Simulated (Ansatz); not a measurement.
# IrO2 (rutile), energy over volume and axial ratio

IrO₂ (rutile)

```xyz
6
Lattice="4.4718 0.0000 0.0000 0.0000 4.4718 0.0000 0.0000 0.0000 3.1536" Properties=species:S:1:pos:R:3 pbc="T T T"
Ir     0.0000     0.0000     0.0000
Ir     2.2359     2.2359     1.5768
O      1.3809     1.3809     0.0000
O      3.6168     0.8550     1.5768
O      0.8550     3.6168     1.5768
O      3.0909     3.0909     0.0000
```

Grid over V/V₀ and (c/a)/(c/a)₀, subscript 0 meaning the relaxed cell; the conventional c axis lies along z; no internal relaxation.

All values below come from PBEsol (plane waves to 420 eV, PAW, scalar-relativistic; Ansatz, a first-principles code). k mesh 11×11×15 (Γ-centred), Fermi-Dirac smearing 0.05 eV. E stands for the smeared free energy. Compression counts positive. As the atoms are clamped, bonds stretch with the cell, which overstates energies and stresses. With partly filled bands, the response to shear is sensitive to the k mesh, so small differences along c/a are uncertain. IrO2 is run without spin polarisation and with no Hubbard U. IrO2 was relaxed with its symmetry unable to fall. Spin-orbit coupling is left out, though Ir is heavy. The zero of ΔE is the relaxed starting cell.

ΔE (eV/atom), with V/V₀ across and (c/a)/(c/a)₀ down:

```csv
(c/a)/(c/a)₀ \ V/V₀,0.920,0.947,0.973,1.000,1.027,1.053,1.080
0.920,0.191,0.130,0.091,0.069,0.063,0.070,0.089
0.947,0.134,0.080,0.046,0.030,0.029,0.041,0.065
0.973,0.096,0.047,0.019,0.007,0.011,0.027,0.054
1.000,0.076,0.032,0.008,0.000,0.007,0.026,0.056
1.027,0.073,0.033,0.012,0.007,0.017,0.038,0.070
1.053,0.088,0.050,0.031,0.029,0.040,0.062,0.095
1.080,0.119,0.083,0.065,0.063,0.075,0.098,0.132
```

P (GPa), with V/V₀ across and (c/a)/(c/a)₀ down:

```
(c/a)/(c/a)₀ \ V/V₀  0.920  0.947  0.973  1.000  1.027  1.053  1.080
-------------------  -----  -----  -----  -----  -----  -----  -----
0.920                 41.3   28.4   17.3    7.7   -0.5   -7.6  -13.7
0.947                 37.4   24.8   13.9    4.6   -3.4  -10.2  -16.1
0.973                 34.0   21.7   11.1    2.1   -5.7  -12.4  -18.1
1.000                 31.2   19.2    8.9    0.0   -7.6  -14.1  -19.6
1.027                 29.1   17.3    7.2   -1.5   -9.0  -15.3  -20.7
1.053                 27.7   16.0    6.0   -2.5   -9.9  -16.1  -21.4
1.080                 26.8   15.3    5.4   -3.0  -10.2  -16.4  -21.7
```

Summary:

| Quantity | Value |
|---|---|
| Modulus against c/a change at fixed volume, (3/4V)·∂²E/∂(ln c/a)² (fit, atoms clamped) | 240 GPa, an upper bound as the atoms could relax |
| Lowest place on the grid | V/V₀ = 1.000, (c/a)/(c/a)₀ = 1.000 (0 meV/atom) |
| Highest place on the grid | V/V₀ = 0.920, (c/a)/(c/a)₀ = 0.920 (191 meV/atom) |

(A scan under strain: stresses follow from slopes of the energy per volume, elastic moduli from its curvatures.)
